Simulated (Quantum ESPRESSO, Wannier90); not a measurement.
**Wannierisation of Nb (bcc (W type))**

```
CELL_PARAMETERS angstrom
     -1.65881     1.65881     1.65881
      1.65881    -1.65881     1.65881
      1.65881     1.65881    -1.65881
ATOMIC_POSITIONS crystal
  Nb 0.00000 0.00000 0.00000
```

Materials Project entry mp-75; symmetrised, unrelaxed at this level. This is the element's usual structure. Computed values, not measurements, from PBEsol: Quantum ESPRESSO (norm-conserving PseudoDojo potentials, cutoff 66 Ry, spinors with spin-orbit coupling) on a Γ-centred 10×10×10 mesh, then Wannier90. Density: 18×18×18 mesh, cold smearing 0.01 Ry.

Base run: 18 functions from bands 9-42 of the 42 computed, start hydrogen-like Nb: s;p;d, frozen window up to 1.50 eV relative to the Fermi level, outer window open. One setting was then changed (edges relative to the Fermi level; misfit to pw.x on a path, for states up to 1.0 eV relative to the Fermi level).

```tsv
run	Ω_I (Å²)	rms misfit (meV)	worst (meV)
base	19.50	5.7	56
changed	19.32	92	253
```

### Question
Which change was made?
(A) frozen window to 2.50 eV
(B) frozen window to -0.50 eV
(C) frozen window to 5.50 eV
(D) no frozen window
(E) only the lowest 30 of the kept bands

### Answer
B, frozen window to -0.50 eV. The others give:

| run | Ω_I (Å²) | rms misfit (meV) | worst (meV) |
|---|---|---|---|
| frozen window to 5.50 eV | 19.79 | 2.5 | 11 |
| frozen window to 2.50 eV | 19.62 | 4.3 | 17 |
| no frozen window | 18.39 | 1079 | 2974 |
| only the lowest 30 of the kept bands | 21.22 | 4.3 | 34 |
